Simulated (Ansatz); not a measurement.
CsSnI3, one structure, two calculations

Cell: a computed structure from the Materials Project (it need not be an observed phase).

```yaml
crystal:
  lattice:
    - [6.28623, 0.00000, 0.00000]
    - [0.00000, 6.28623, 0.00000]
    - [0.00000, 0.00000, 6.28623]
  atoms:
    - { symbol: Cs, position: [0.50000, 0.50000, 0.50000] }
    - { symbol: Sn, position: [0.00000, 0.00000, 0.00000] }
    - { symbol: I, position: [0.50000, 0.00000, 0.00000] }
    - { symbol: I, position: [0.00000, 0.00000, 0.50000] }
    - { symbol: I, position: [0.00000, 0.50000, 0.00000] }
```

Atoms are numbered from 1 in the order listed; like atoms form one site, named after its first atom.

First run. Method: Kohn–Sham DFT in Ansatz, PBE, plane waves and PAW, scalar-relativistic, 420 eV cutoff, Γ-centred 5×5×5 k-points, Fermi–Dirac smearing 0.02 eV.

| site | atom | V_zz (10²¹ V/m²) | η |
| --- | --- | --- | --- |
| I | 3 | 42.8 | 0.00 |

Second run. The same atoms and settings, except that spin–orbit coupling is included (fully relativistic PAW files).

(1) What does the second run give?

Results:

(1) 

```json
{"site": "I", "atom": "3", "V_zz": "42.4", "η": "0.00", "change of V_zz": "-0.35"}
```

The largest change of V_zz is on I, from 42.8 to 42.4. In per cent, |V_zz| changes by -1 on I (all sites that start above 0.5). Sites without a gradient aren't listed.

This high-symmetry form of CsSnI3 is unstable when cold, to tilts of the octahedra. The symmetry of the cell holds that distortion back, wholly or in part, and it would change the field gradients, the more the larger the distortion.
